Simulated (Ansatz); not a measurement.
Na:
```
Na
1.0
   -2.02656     2.02656     2.02656
    2.02656    -2.02656     2.02656
    2.02656     2.02656    -2.02656
Na
1
Cartesian
  0.00000   0.00000   0.00000
```

Relaxed with LDA. Special points in fractions of this cell's reciprocal vectors: Γ (0.000, 0.000, 0.000); H (0.500, -0.500, 0.500); N (0.000, 0.000, 0.500); P (0.250, 0.250, 0.250).

Q: List the band energies nearest the Fermi level at these points for LDA in the plane-wave PAW code Ansatz.

A: In eV from the Fermi level; about four levels below and three above (degenerate sets whole), none deeper than 8.9 eV; … stands for higher levels left out; points with the same levels are listed once.

| k | below | above |
|---|---|---|
| Γ | -3.49 | 12.37 12.37 12.37 |
| H | – | 4.79 4.79 … |
| N | – | 0.83 1.33 8.67 |
| P | – | 2.90 2.90 2.90 |

Space group Im-3m (bcc (W type)). The cell was relaxed with LDA under the symmetry of its start; phonons on a q-mesh show no instability.

Potentials: the earlier of the program's two PAW sets.
